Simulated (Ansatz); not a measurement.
## Surface calculation: fcc Pt (100), 5 layers

The slab is cut from the fcc crystal, the stable phase, as relaxed on PAW files (15.05 Å³/atom), with 16 Å of vacuum and a dipole correction:

```
CELL_PARAMETERS angstrom
2.77121 0.00000 0.00000
0.00000 2.77121 0.00000
0.00000 0.00000 23.83820
ATOMIC_POSITIONS crystal
Pt 0.00000 0.00000 0.33560
Pt 0.50000 0.50000 0.41780
Pt 0.00000 0.00000 0.50000
Pt 0.50000 0.50000 0.58220
Pt 0.00000 0.00000 0.66440
```

Computed with Ansatz 0.2.0; functional PBEsol, scalar-relativistic. Settings: a Γ-centred 13×13×1 k mesh, Fermi–Dirac smearing of 0.08 eV, no spin polarisation. Methods: LAPW: all electrons, basis error target 1 meV/atom; PAW: frozen-core files, cutoff 420 eV.

The bulk energy comes from a cell in the slab's orientation on a 13×13×9 mesh. The surface energy is (E(slab) − N·E(bulk))/2A at zero smearing, the mean of both faces; thin slabs carry quantum-size effects.

Spin–orbit coupling is left out, which matters for the heavy atoms. The PAW files were made under PBE.

As cut, the LAPW slab lies 2.195 eV above 5 atoms of bulk. What surface energy is that?

Over two faces of 7.68 Å² it is 142.9 meV/Å², and times 16.02 J/m² per eV/Å² that gives γ = 2.290 J/m².

What do relaxation and the other method give, and what work function comes out?



| method | γ as cut (J/m²) | γ relaxed (J/m²) | Φ as cut (eV) | Φ relaxed (eV) |
| --- | --- | --- | --- | --- |
| LAPW | 2.290 | 2.264 | 5.79 | 5.78 |
| PAW | 2.288 | 2.263 | 5.79 | 5.78 |

How do the spacings between the planes relax?

From the bottom face up: d12 -2.7 % of 1.960 Å, d23 -0.5 % of 1.960 Å, d34 -0.5 % of 1.960 Å, d45 -2.7 % of 1.960 Å.

A field of 0.1 V/Å is applied along the normal, atoms held. What follows?

LAPW finds an induced dipole of 0.0456 e·Å a cell (PAW 0.0457), that is 10.76 Å for 4πα over the area, against 7.71 Å between the outer atoms.

A 4f core hole is made on one atom of each kind in every 1×1 cell (PAW hole dataset, neutral cell, valence without spin). What does it cost by layer?

layer 1 71.27 eV, layer 2 71.99 eV, layer 3 71.97 eV. Shifts between layers mean more than the absolute values, and a whole layer of holes screens otherwise than one hole.

In the relaxed 1×1 cell, replace the outer, then the middle Pt by Au, which changes a whole layer. What shift does this Z+1 picture give?

E(outer) − E(middle) = -0.64 eV by LAPW and -0.64 eV by PAW; a positive value puts the surface line at higher binding energy.
